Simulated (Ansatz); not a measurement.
Relaxed-ion elastic tensor of NbRu (L1₀ or tetragonal B2, P4/mmm) in GPa (Voigt order), DFT-LDA in the program Ansatz with PAW potentials; density 10.60 g/cm³, 15.19 Å³ per atom.

```
 350   225   226   0.0   0.0   0.0
 225   350   226   0.0   0.0   0.0
 226   226   353   0.0   0.0   0.0
 0.0   0.0   0.0  54.4   0.0   0.0
 0.0   0.0   0.0   0.0  54.4   0.0
 0.0   0.0   0.0   0.0   0.0  60.6
```

**Question.** Is the crystal mechanically stable?

**Answer.** Yes: the smallest eigenvalue of C is 54.4 GPa.

**Question.** Work out the Voigt, Reuss and Hill averages.

**Answer.** K_V = 267, K_R = 267, K_H = 267; G_V = 58.8, G_R = 58.6, G_H = 58.7 GPa.

**Question.** Give Young's modulus, Poisson's ratio, Pugh's ratio and the universal anisotropy index.

**Answer.** E = 9KG/(3K + G) = 164 GPa; ν = 0.40; K/G = 4.55 (ductile by the Pugh limit of 1.75); A_U = 5G_V/G_R + K_V/K_R − 6 = 0.02.

**Question.** Estimate the sound speeds and the Debye temperature.

**Answer.** v_l = √((K + 4G/3)/ρ) = 5710 m/s, v_t = √(G/ρ) = 2350 m/s, mean 2660 m/s; Θ = (h/k)(3n/4πV)^(1/3) v_m = 320 K.

**Question.** Solve the Christoffel equation for the three sound speeds along x, y, z.

**Answer.** Eigenvalues of C_ijkl n_j n_l equal ρv². In km/s, slowest first: x 2.26, 2.39, 5.74; y 2.26, 2.39, 5.74; z 2.26, 2.26, 5.77.

**Question.** How much does each axis shrink under pressure?

**Answer.** Linear compressibilities β_i = Σ_j S_ij (j = 1 to 3): x 1.3, y 1.3, z 1.2 per TPa.

The first step of the workflow began from a Materials Project structure, measured or hypothetical; the Crystallography Open Database files this formula in space group No. 123, but the cells were not matched. Its standing as an ambient phase is unchecked. The LDA relaxation kept the symmetry of its start; of distortions, only those at the zone centre were tested. The run is not spin-polarised. As this level gives no gap, shear constants depend on the k-mesh and smearing (Fermi–Dirac, 0.1 eV here).

Potentials: the later of the program's two PAW sets.
